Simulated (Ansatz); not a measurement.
One crystal and one scan (frozen-phonon scan) at two levels, PBE (plane waves to 420 eV, PAW, scalar-relativistic; Ansatz, a program for electronic structure) and r2SCAN (plane waves to 500 eV, PAW, scalar-relativistic; Ansatz), each from its own relaxed cell and on its own mesh. The cell shown is that of PBE.

Relaxed CaO (rock salt):

```xyz
4
Lattice="0.0000 4.8307 4.8307 2.4153 2.4153 4.8307 2.4153 2.4153 0.0000" Properties=species:S:1:pos:R:3 pbc="T T T"
O      0.0000     0.0000     0.0000
O      2.4153     4.8307     7.2460
Ca     2.4153     7.2460     7.2460
Ca     2.4153     4.8307     4.8307
```

A phonon eigenvector at X = (0.5, 0.5, 0.0) is frozen into this cell: atom i moves by Q times the vector below, so Q is the largest atomic displacement, in Å. The cell is held. It is one choice among 2 degenerate patterns. (q is in reciprocal vectors of the primitive cell; the cell shown is doubled to hold the pattern.)

| atom | x | y | z |
|---|---|---|---|
| O1 | 0.000 | -0.491 | 0.000 |
| O2 | 0.000 | 0.491 | 0.000 |
| Ca3 | 0.000 | 1.000 | 0.000 |
| Ca4 | 0.000 | -1.000 | 0.000 |

CaO was relaxed with its symmetry unable to fall. Percentages come from the unrounded values.

Results of PBE:

- Lattice constant a (Å): 4.831
- Band gap of the relaxed cell, no spin-orbit coupling (eV): 3.66
- Harmonic wavenumber from the curvature (finite differences) (cm⁻¹ (negative: imaginary)): 198
- Shape of the curve: a single well with its minimum at or next to zero displacement

Q: What does r2SCAN give for the same quantities?

A: 
```tsv
quantity	r2SCAN	PBE − r2SCAN
Lattice constant a (Å)	4.795	+0.036 (+0.7 %)
Band gap of the relaxed cell, no spin-orbit coupling (eV)	4.20	-0.54 (-13 %)
Harmonic wavenumber from the curvature (finite differences) (cm⁻¹ (negative: imaginary))	204	-6 (-3 %)
```

PBE gives the higher value for: lattice constant a. PBE gives the lower value for: band gap of the relaxed cell, no spin-orbit coupling; harmonic wavenumber from the curvature. Both give the same shape of the curve: a single well with its minimum at or next to zero displacement.

(For displaced atoms, the force is minus the slope of the energy, and its curvature is a force constant, which sets phonon frequencies.)
